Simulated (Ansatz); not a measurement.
YCo2Ge2:
```xyz
5
Lattice="-1.9611 1.9611 5.0413 1.9611 -1.9611 5.0413 1.9611 1.9611 -5.0413" Properties=species:S:1:pos:R:3 pbc="T T T"
Y      0.0000     0.0000     0.0000
Co     0.0000     1.9611     2.5207
Co     1.9611     0.0000     2.5207
Ge     0.0000     0.0000     6.3361
Ge     0.0000     0.0000     3.7466
```

Relaxed with r²SCAN. Special points in fractions of this cell's reciprocal vectors: Γ (0.000, 0.000, 0.000); X (0.000, 0.000, 0.500); P (0.250, 0.250, 0.250); N (0.000, 0.500, 0.000); M (0.500, 0.500, -0.500); S (0.288, 0.712, -0.288); S0 (-0.288, 0.288, 0.288); R (-0.076, 0.076, 0.500); G (0.500, 0.500, -0.076).

List the band energies nearest the Fermi level at these points for plane-wave PAW r²SCAN (Ansatz code).

In eV from the Fermi level; about four levels below and three above (degenerate sets whole), none deeper than 8.9 eV; points with the same levels are listed once.

```
k                    below                above
-  -----------------------  -------------------
Γ  -0.87 -0.87 -0.44 -0.04       2.41 2.41 3.27
X  -1.41 -1.30 -1.03 -1.02       0.26 0.36 2.59
P  -1.36 -1.36 -1.03 -1.02       0.32 0.32 2.10
N  -1.67 -1.62 -1.29 -1.07       0.19 1.41 1.60
M  -0.96 -0.50 -0.50 -0.04  0.05 0.93 2.92 2.92
S  -1.77 -1.55 -1.53 -1.52       0.07 0.21 0.23
R  -1.50 -1.13 -1.04 -0.77       0.26 0.44 2.53
```

Space group I4/mmm. The first step of the workflow began from a Materials Project structure, measured or hypothetical; the Crystallography Open Database copy checked does not list it. Whether it is the stable phase at ambient conditions was not checked. The cell was relaxed with r²SCAN under the symmetry of its start; whether a distortion lowers the energy is not shown. The run is not spin-polarised. Scalar-relativistic: spin–orbit coupling is off unless named, which matters more the heavier the elements.

Potentials: the earlier of the program's two PAW sets.
